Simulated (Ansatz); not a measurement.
Relaxed SrTiO3 (cubic perovskite):

```yaml
crystal:
  lattice:
    - [3.93649, 0.00000, 0.00000]
    - [0.00000, 3.93649, 0.00000]
    - [0.00000, 0.00000, 3.93649]
  atoms:
    - { symbol: Sr, position: [0.00000, 0.00000, 0.00000] }
    - { symbol: Ti, position: [0.50000, 0.50000, 0.50000] }
    - { symbol: O, position: [0.00000, 0.50000, 0.50000] }
    - { symbol: O, position: [0.50000, 0.50000, 0.00000] }
    - { symbol: O, position: [0.50000, 0.00000, 0.50000] }
```

In this cell atom 1 (Sr, nearest neighbour O at 2.784 Å; its periodic images, 3.9 Å or more away, move with it) is moved by u·(1.000, 0.000, 0.000) + v·(0.000, 1.000, 0.000); the rest is frozen.

All values below come from PBE (plane waves to 420 eV, PAW, scalar-relativistic; Ansatz, a quantum-chemistry and plane-wave program). k mesh 7×7×7 (Γ-centred), Fermi-Dirac smearing 0.05 eV. The energy includes the smearing's −TS. Points where atoms come too close for the PAW data are left out (x in tables, blank in figures). SrTiO3 is run without spin polarisation. SrTiO3 was relaxed with its symmetry unable to fall. The PAW data are Ansatz's earlier set. The zero of ΔE is the undisplaced structure. Axes are in Å.

| ΔE (meV/cell) | u = -0.700 | u = -0.467 | u = -0.233 | u = 0.000 | u = 0.233 | u = 0.467 | u = 0.700 |
|---|---|---|---|---|---|---|---|
| v = -0.700 | x | 2404 | 1363 | … | 1363 | 2404 | x |
| v = -0.467 | 2404 | 1205 | 592 | 409 | 592 | 1205 | 2404 |
| v = -0.233 | 1363 | 592 | … | 92 | … | 592 | 1363 |
| v = 0.000 | … | 409 | 92 | 0 | 92 | 409 | … |
| v = 0.233 | 1363 | 592 | … | 92 | … | 592 | 1363 |
| v = 0.467 | 2404 | 1205 | 592 | 409 | 592 | 1205 | 2404 |
| v = 0.700 | x | 2404 | 1363 | … | 1363 | 2404 | x |

Q: What belongs in the gaps?

A: 
- v = -0.700, u = 0.000: 1052
- v = -0.233, u = -0.233: 206
- v = -0.233, u = 0.233: 206
- v = 0.000, u = -0.700: 1052
- v = 0.000, u = 0.700: 1052
- v = 0.233, u = -0.233: 206
- v = 0.233, u = 0.233: 206
- v = 0.700, u = 0.000: 1052

(A displaced cell: forces are minus the slopes of the energy, force constants its curvatures, and phonons follow from these.)
